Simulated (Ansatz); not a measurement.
## Y$_{3}$Ge$_{5}$: computed property card

Y$_{3}$Ge$_{5}$:
```xyz
16
Lattice="0.0000 8.5655 6.8060 2.8504 0.0000 6.8060 2.8504 8.5655 0.0000" Properties=species:S:1:pos:R:3 pbc="T T T"
Y      4.2756    12.8482    10.2763
Y      2.8504     8.5655     6.8733
Y      2.9300    14.2459     6.7737
Y      2.7708     2.8851     6.7737
Y      1.3456     1.3977     3.3707
Y      1.5048     7.1678     3.3707
Ge     4.6144    16.0126    11.5846
Ge     3.9368     9.6838    11.5846
Ge     2.5116    11.7299     8.1816
Ge     3.1892     5.4011     8.1816
Ge     4.2672    15.6442     9.0894
Ge     4.2840    10.0522     9.0894
Ge     2.8588    11.3615     5.6864
Ge     2.8420     5.7695     5.6864
Ge     2.8504     8.5655     0.7364
Ge     1.4252     4.2827     4.1394
```

Space group Fdd2 (No. 43); conventional cell a = 5.701 Å, b = 17.131 Å, c = 13.612 Å, α = β = γ = 90.00°.

Method: PBEsol (plane waves, PAW; program Ansatz). Structure relaxed to zero pressure with the same functional. Other levels are named where they apply.

### Cell and energy

```json
{
  "volume_per_atom": "20.77 Å³",
  "density": "6.29 g/cm³",
  "Formation energy from the elements (no fitted shifts)": "-805 meV/atom"
}
```

### Electronic structure

```json
{
 "electronic_character": "metallic (no gap)",
 "Density of states at the Fermi level": "0.38 states/eV per atom (mean over ±0.08 eV)"
}
```

### Charges

```json
{
 "bader_charges": "Y +1.46, Ge -0.98 to -0.79 e"
}
```

The workflow started from a Materials Project entry (that database holds measured and hypothetical structures alike); the Crystallography Open Database copy checked does not list it. Its standing as an ambient phase is unchecked. The cell was relaxed with PBEsol under the symmetry of its start; its stability against distortions is not shown here. No spin polarisation was allowed. The references are the lowest solids computed at this level, not always the standard phases. Spin–orbit coupling is left out wherever it is not named.

Potentials: the later of the program's two PAW sets.
